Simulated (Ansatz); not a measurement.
The end of the path is a generated cell of Al2Ru: the first start was made by placing the elements on the sites of a structure type, and the end was not matched to a known phase here, so it may be hypothetical.

A geometry of Al₂Ru away from equilibrium: the start of the relaxation of a generated cell, Al2Ru placed in the AFLOW prototype A2B_tI12_140_h_a (C16, as in Al2Cu). All values below come from PBE (plane waves to 420 eV, PAW, scalar-relativistic; Ansatz, an electronic-structure program). Γ-centred k-mesh 9×9×9 on the run's cell (coarser than for final values), Fermi–Dirac smearing 0.05 eV.

```xyz
6
Lattice="-2.9465 2.9465 2.3709 2.9465 -2.9465 2.3709 2.9465 2.9465 -2.3709" Properties=species:S:1:pos:R:3:forces:R:3 pbc="T T T" free_energy=-13908.130 pressure_GPa=29.0
Al     3.8777     0.9311     0.0000   -0.1907   -0.1907    0.0000
Al     0.9311     2.0154     0.0000   -0.1907    0.1907    0.0000
Al     2.0154     0.9311     2.3709    0.1907   -0.1907    0.0000
Al    -0.9311     2.0154     2.3709    0.1907    0.1907    0.0000
Ru     0.0000     0.0000     3.5563    0.0000    0.0000    0.0000
Ru     0.0000     0.0000     1.1854    0.0000    0.0000    0.0000
```

Positions in Å, forces in eV/Å, free energy of the cell in eV (comparable only within this code, potentials and settings). Largest force: 0.27 eV/Å, on Al1, Al2, Al3, Al4 (atoms numbered as listed); the geometry lies 0.37 eV/atom above the end of its relaxation.

No spin polarisation in the result.

The run could not lose the symmetry of its start: the end is stationary, and may be a saddle point rather than a minimum.
